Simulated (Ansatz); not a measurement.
Zn3CdSe4 in space group P-43m (No. 215; Zn on 3c, Cd on 1a, Se on 4e), plane-wave PAW r²SCAN (Ansatz code), all energies at zero smearing, with the estimated change up to a 700 eV cutoff added, with one set of potentials and settings (totals compare only within such a set). Cell of 8 atoms (3 Zn, 1 Cd, 4 Se): -40164.226 eV.

```json
[
 {"element": "Zn", "reference phase": "P6_3/mmc, 2 atoms in the cell", "E (eV/atom)": "-3325.6729"},
 {"element": "Cd", "reference phase": "P6_3/mmc, 2 atoms in the cell", "E (eV/atom)": "-8268.1834"},
 {"element": "Se", "reference phase": "P3_121, 3 atoms in the cell", "E (eV/atom)": "-5478.1269"}
]
```

Formation energy per atom, worked out: (-40164.226 − 3×(-3325.6729) − 1×(-8268.1834) − 4×(-5478.1269))/8 = -0.814 eV/atom (-79 kJ per mol of atoms), at 0 K, without zero-point energy or fitted corrections.

The first step of the workflow began from a Materials Project structure, measured or hypothetical; the Crystallography Open Database copy checked does not list it. With Zn and Cd taken as one species the cell has the higher symmetry F-43m, so it may be an ordered model of a mixed-site phase. Its standing as an ambient phase is unchecked. The r²SCAN relaxation kept the symmetry of its start; whether a distortion lowers the energy is not shown. The references are the lowest solids computed at this level, not always the standard phases.

Potentials: the later of the program's two PAW sets.
